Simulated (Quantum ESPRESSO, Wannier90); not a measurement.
# Wannier functions of PdCl₂ (P2/m)

```xyz
6
Lattice="4.3703 0.0000 0.0000 0.0000 3.4202 0.0000 -0.6550 0.0000 11.8572" Properties=species:S:1:pos:R:3 pbc="T T T"
Pd     0.0000     1.7101     0.0000
Pd     1.8576     0.0000     5.9286
Cl     1.6953     1.7101     4.3542
Cl    -1.6953     1.7101    -4.3542
Cl     0.6637     0.0000    -1.4393
Cl    -0.6637     0.0000     1.4393
```

Structure: Materials Project mp-1018888, symmetrised, not relaxed again. Not found in the COD (Crystallography Open Database) copy used, which has the formula in other groups; not checked further. Computed values, not measurements, from PBEsol: Quantum ESPRESSO (norm-conserving PseudoDojo potentials, cutoff 66 Ry, spinors with spin-orbit coupling) on a Γ-centred 4×4×4 mesh, then Wannier90. Density: 8×10×4 mesh, Gaussian smearing 0.01 Ry. The cell is built of weakly bound layers, chains or molecules. Database cells relaxed without dispersion often hold them too far apart, which can enlarge gaps and weakens couplings between them; spacing and stacking were not compared with the measured crystal.

Bands 65-68 form an isolated set from 0.75 to 1.58 eV relative to the valence-band maximum (on the path) and are turned into 4 Wannier functions by minimising the spread from the start: SCDM (isolated).

Centres (Cartesian, Å; one of the equivalent choices) and spreads:

```csv
n,x,y,z,spread (Å²),nearest atom
1,-1.858,0.000,-5.929,3.939,Pd2
2,0.000,-1.710,0.000,3.952,Pd1
3,2.513,0.000,-5.929,3.939,Pd2
4,0.000,-1.710,0.000,3.952,Pd1
```

Ω_I = 15.78 Å², Ω_total = 15.78 Å²; the interpolated bands follow pw.x to 22 meV rms on the path. Only this start was tried; a symmetric start can stop on a saddle, and mixtures of these functions could lower the total by at most Ω_total − Ω_I.
